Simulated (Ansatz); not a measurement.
# Step by step: CuI2, relaxation of cell and atoms

Computed with Ansatz 0.2.0, DFT, PBE, PAW with Ansatz's default frozen-core files, scalar-relativistic.

Command: `ansatz run input.yaml --threads 1 --pin off --max-ram 3072MiB --backend cpu --events-out ev --progress --plain --runs-dir out` The run took about 130 s on 1 thread of a shared machine.

```yaml
crystal:
  lattice:
    - [0.0, 3.016872344, 3.016872344]
    - [3.016872344, 0.0, 3.016872344]
    - [3.016872344, 3.016872344, 0.0]
  atoms:
    - { symbol: Cu, position: [0.0, 0.0, 0.0] }
    - { symbol: I, position: [0.25, 0.25, 0.25] }
    - { symbol: I, position: [0.75, 0.75, 0.75] }
kpoints:
  mp_grid: { grid: [12, 12, 12] }
scf:
  occupations: { method: fermi_dirac, width: 0.03 }
hamiltonian:
  xc: pbe
  pseudopotentials: { kind: paw }
output:
  forces: true
  stress: true
  write_density: true
  write_potential: true
  elf: true
  volumetric_format: npy
relax:
  f_tol: 0.005
  max_steps: 80
  cell: {}
```

No spin–orbit coupling, which matters for the heavy atoms here.

The cell is built from the fluorite type as a first guess.

The cutoff is 420 eV; energies and pressures of the walk include the program's estimate of the Pulay term.

Each frame lists the cell vectors (Å), then Cartesian positions (Å); symmetry keeps all forces zero. Free energies count from the first step, -21645.7474 eV.

The walk took 12 evaluations in all; steps that aren't listed are left out.

Step 1: E = 0.0 meV, P = 56.88 GPa

```
cell 0.0000 3.0169 3.0169 3.0169 0.0000 3.0169 3.0169 3.0169 0.0000
Cu    0.0000    0.0000    0.0000
I     1.5084    1.5084    1.5084
I     4.5253    4.5253    4.5253
```

Step 2: E = -2229.0 meV, P = 30.71 GPa

```
cell 0.0000 3.1639 3.1639 3.1639 0.0000 3.1639 3.1639 3.1639 0.0000
Cu    0.0000    0.0000    0.0000
I     1.5820    1.5820    1.5820
I     4.7459    4.7459    4.7459
```

Step 3: E = -3464.3 meV, P = 13.54 GPa

```
cell 0.0000 3.3110 3.3110 3.3110 0.0000 3.3110 3.3110 3.3110 0.0000
Cu    0.0000    0.0000    0.0000
I     1.6555    1.6555    1.6555
I     4.9665    4.9665    4.9665
```

Step 4: E = -3921.2 meV, P = 1.37 GPa

```
cell 0.0000 3.4619 3.4619 3.4619 0.0000 3.4619 3.4619 3.4619 0.0000
Cu    0.0000    0.0000    0.0000
I     1.7309    1.7309    1.7309
I     5.1928    5.1928    5.1928
```

Step 5: E = -3926.6 meV, P = 0.00 GPa

```
cell 0.0000 3.4805 3.4805 3.4805 0.0000 3.4805 3.4805 3.4805 0.0000
Cu    0.0000    0.0000    0.0000
I     1.7403    1.7403    1.7403
I     5.2208    5.2208    5.2208
```

Step 6: E = -4078.2 meV, P = 3.60 GPa (the cell of the step before, solved again on a basis chosen afresh, hence the jump)

Step 7:

```
cell 0.0000 3.5305 3.5305 3.5305 0.0000 3.5305 3.5305 3.5305 0.0000
Cu    0.0000    0.0000    0.0000
I     1.7652    1.7652    1.7652
I     5.2957    5.2957    5.2957
```

Step 8: E = -4157.4 meV, P = 0.25 GPa

```
cell 0.0000 3.5777 3.5777 3.5777 0.0000 3.5777 3.5777 3.5777 0.0000
Cu    0.0000    0.0000    0.0000
I     1.7889    1.7889    1.7889
I     5.3666    5.3666    5.3666
```

Step 9: E = -4157.7 meV, P = -0.03 GPa

```
cell 0.0000 3.5883 3.5883 3.5883 0.0000 3.5883 3.5883 3.5883 0.0000
Cu    0.0000    0.0000    0.0000
I     1.7942    1.7942    1.7942
I     5.3825    5.3825    5.3825
```

Step 10: E = -4159.1 meV, P = -0.06 GPa (the cell of the step before, solved again on a basis chosen afresh, hence the jump)

**Question.** Give the energy, pressure of step 7.

**Answer.** E = -4137.2 meV, P = 1.70 GPa
```
Cu    0.0000    0.0000    0.0000
I     1.7652    1.7652    1.7652
I     5.2957    5.2957    5.2957
```

**Question.** How does the relaxation end?

**Answer.** It converges, with a = 7.172 Å, b = 7.172 Å, c = 7.172 Å, α = 90.00°, β = 90.00°, γ = 90.00° (conventional cell, space group Fm-3m). The last solve (on a basis chosen afresh for the final cell, so its energy is not quite comparable) gives E = -4159.1 meV, P = 0.00 GPa:
```
cell 0.0000 3.5860 3.5860 3.5860 0.0000 3.5860 3.5860 3.5860 0.0000
Cu    0.0000    0.0000    0.0000
I     1.7930    1.7930    1.7930
I     5.3790    5.3790    5.3790
```
